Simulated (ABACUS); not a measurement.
## Small calculations from the output for a model cell of Hg (Fd-3m, 2 atoms in the cell; prototype structure)

```
CELL_PARAMETERS angstrom
      0.00000     3.24757     3.24757
      3.24757     0.00000     3.24757
      3.24757     3.24757     0.00000
ATOMIC_POSITIONS crystal
  Hg 0.75000 0.75000 0.75000
  Hg 0.50000 0.50000 0.50000
```

All values come from this method and carry its errors: PBEsol, PseudoDojo 0.4 standard norm-conserving PBEsol (tails mended) pseudopotentials (plane waves; ABACUS).

Main settings: KPT = Gamma 10 10 10 0 0 0; basis_type = pw; ecutwfc = 66 Ry; smearing_method = gaussian; smearing_sigma = 0.0199916 Ry; potentials = PseudoDojo 0.4 standard norm-conserving PBEsol (tails mended); symmetry = 1; symmetry_prec = 1e-05.

Lattice and positions were typed or generated, without prior relaxation.

The cell holds 462.3 bohr³ and the plane-wave cutoff is 66.0 Ry.

How many plane waves does a k-point need, and how does the count grow with the cutoff?

In Rydberg units |k + G|² ≤ E, a sphere of radius √66.0 = 8.124 bohr⁻¹. Each G takes (2π)³/V of reciprocal space, so N = V E^(3/2)/(6π²) = 462.3 × 536.2/59.218 = 4186. The program's largest count at a k-point is 4279; single k-points scatter about the estimate. The count grows as E^(3/2): 20 % more cutoff means 31 % more plane waves.

The cell was also run at V = 67.817 Å³ (F = -9063.79781 eV, P = 1.26 GPa) and V = 69.187 Å³ (F = -9063.80682 eV, P = 0.80 GPa), scaled uniformly; the base has V = 68.503 Å³, P = 1.02 GPa and F₀ = -9063.80283 eV.

Check the pressure against the energies, and estimate the bulk modulus and the volume of zero pressure.

P = −dF/dV ≈ −(-0.00901 eV)/(1.370 Å³) = 0.00658 eV/Å³; times 160.218 GPa per eV/Å³ this is 1.05 GPa, against 1.02 GPa from the stress tensor. B = −V dP/dV ≈ −68.503 × (-0.46 GPa)/(1.370 Å³) = 23 GPa at this volume. The curvature of the energies, B = V (F₊ + F₋ − 2F₀)/(ΔV/2)², gives 24 GPa. To first order the pressure vanishes at V0 ≈ V(1 + P/B) = 71.54 Å³, so all lengths change by about 1.46 %. Shape and fractional positions were held, which usually makes B too large where they are free.

“Tails mended”: in these copies of the files the far tail of each local potential was reset to the Coulomb form.
